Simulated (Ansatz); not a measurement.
NbRu (rock salt), relaxed with PBE (Ansatz, a quantum-chemistry and plane-wave program, plane waves, PAW): a = b = c = 5.194 Å, α = β = γ = 90.00°.

```
Property              Value
--------------------  -----
ΔH_f (eV/atom)         0.37
B₀ by P(V) fit (GPa)    188
```

Q: The same phase is relaxed and computed with r²SCAN in the same code. What are the cell and these values now?

A: a = 5.163 Å, b = 5.163 Å, c = 5.163 Å, α = 90.00°, β = 90.00°, γ = 90.00°.

ΔH_f (eV/atom): 0.34
B₀ by P(V) fit (GPa): 200

Typed or built starts, not in the databases checked: NbRu, rock salt. Unstable at this level: NbRu, rock salt with r²SCAN. All cells were relaxed under the symmetry of their starts (and spin orders); stability against distortions was not tested throughout. Rows with no word on spin ran without spin polarisation. Scalar-relativistic: spin–orbit coupling is off unless named, which matters more the heavier the elements.

Potentials: the later of the program's two PAW sets.

Ansatz is a plane-wave DFT program.

Formation energies count from the lowest solids of the elements computed at the same level, not from gases.
